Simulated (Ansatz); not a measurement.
Sc₃Al: an elastic constant from a strain scan

The calculation used Ansatz, DFT PBEsol, scalar-relativistic, plane waves, PAW. Settings: plane waves to 420 eV, k-mesh 12×12×12 (Γ-centred), Gaussian smearing 0.15 eV. No spin polarisation. Energies are free energies at this smearing, counted from the undisturbed cell; pressure is positive in compression.

The undisturbed cell (relaxed at this level; it needn't be the usual structure):

```
CELL_PARAMETERS angstrom
4.37479 0.00000 0.00000
0.00000 4.37479 0.00000
0.00000 0.00000 4.37479
ATOMIC_POSITIONS crystal
Sc 0.50000 0.00000 0.50000
Sc 0.00000 0.50000 0.50000
Sc 0.50000 0.50000 0.00000
Al 0.00000 0.00000 0.00000
```

The cell is strained by ε times the Voigt pattern (0, 0, 0, 1, 0, 0) (xx, yy, zz, yz, xz, xy; engineering shear) with fractional coordinates fixed. The cell holds 4 atoms in V0 = 83.73 Å³. The stress column is τ = (1/V0) dE/dε, got from the stress tensor σ (compression positive) at each point as −det(1 + εP) σ : P(1 + εP)⁻¹, with P the pattern as a tensor.

```csv
ε,ΔE (meV/atom),τ (GPa)
-0.0875,27.755,-4.939
-0.0750,20.298,-4.197
-0.0625,14.039,-3.471
-0.0500,8.955,-2.758
-0.0250,2.228,-1.367
0.0000,0.000,0.000
0.0250,2.228,1.367
0.0500,8.955,2.758
0.0625,14.039,3.471
0.0750,20.298,4.197
0.0875,27.755,4.939
0.1000,?,?
```

Q: Which combination of elastic constants does this scan measure, and how large is it?

A: For small ε, τ = τ0 + Kε with K = pᵀCp, which for this pattern is C44 in the cubic axes. The parabola through τ at ε = -0.0250, 0 and 0.0250 has slope K = 55 GPa at zero. The energies per cell, E = NΔE, of the same two points give K = 2[E(ε₊)/ε₊ − E(ε₋)/ε₋]/[(ε₊ − ε₋)V0] = 55 GPa, in agreement.

Q: Predict the withheld row at ε = 0.1000 from the harmonic law, and compare.

A: ΔE = V0(τ0 ε + Kε²/2)/N = 35.712 meV/atom and τ = 5.47 GPa. The calculation gives 36.439 meV/atom and 5.70 GPa, a miss of 2.0 % of the harmonic energy, so the harmonic law still holds here.

In a metal these slopes depend on the k mesh and the smearing.